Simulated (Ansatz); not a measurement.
WC (WC type, space group P-6m2)

```yaml
crystal:
  lattice:
    - [2.91216, 0.00000, 0.00000]
    - [-1.45608, 2.52201, 0.00000]
    - [0.00000, 0.00000, 2.83623]
  atoms:
    - { symbol: W, position: [0.00000, 0.00000, 0.00000] }
    - { symbol: C, position: [0.66667, 0.33333, 0.50000] }
```

The slice is a (-1 1 0 0) plane (indices of the conventional cell) through the point (0.000, 0.000, 0.000) (fractional), spanned by u = [001] and v = [110] in vectors of this cell: u (2.84 Å) and v (2.91 Å, at 90° to u). It covers one period; positions are fractions (u, v).

Calculation: r2SCAN (plane waves to 500 eV, PAW, scalar-relativistic; Ansatz, a quantum-chemistry and plane-wave program). k mesh 18×18×16. Near the nuclei the fields are pseudised (PAW); where an atom keeps semicore shells as valence, they peak there. Spin-orbit coupling is left out, though W is heavy. WC is run without spin polarisation. WC was relaxed with its symmetry unable to fall.

Predict the map of the electron localisation function (ELF) on the slice.


```tsv
v \ u	0.00	0.10	0.20	0.30	0.40	0.50	0.60	0.70	0.80	0.90
0.90	x	0.60	0.71	0.35	0.22	0.34	0.22	0.35	0.71	0.60
0.80	0.73	0.70	0.46	0.20	0.31	0.45	0.31	0.20	0.46	0.70
0.70	0.41	0.32	0.19	0.28	0.51	0.60	0.51	0.28	0.19	0.32
0.60	0.22	0.23	0.31	0.50	0.63	0.66	0.63	0.50	0.31	0.23
0.50	0.35	0.36	0.44	0.57	0.64	0.65	0.64	0.57	0.44	0.36
0.40	0.22	0.23	0.31	0.50	0.63	0.66	0.63	0.50	0.31	0.23
0.30	0.41	0.32	0.19	0.28	0.51	0.60	0.51	0.28	0.19	0.32
0.20	0.73	0.70	0.46	0.20	0.31	0.45	0.31	0.20	0.46	0.70
0.10	x	0.60	0.71	0.35	0.22	0.34	0.22	0.35	0.71	0.60
0.00	x	x	0.74	0.46	0.21	0.32	0.21	0.46	0.74	x
```

Values: electron localisation function (ELF). Points within 0.4 Å of a nucleus are blanked (x), as the pseudised field means little there.
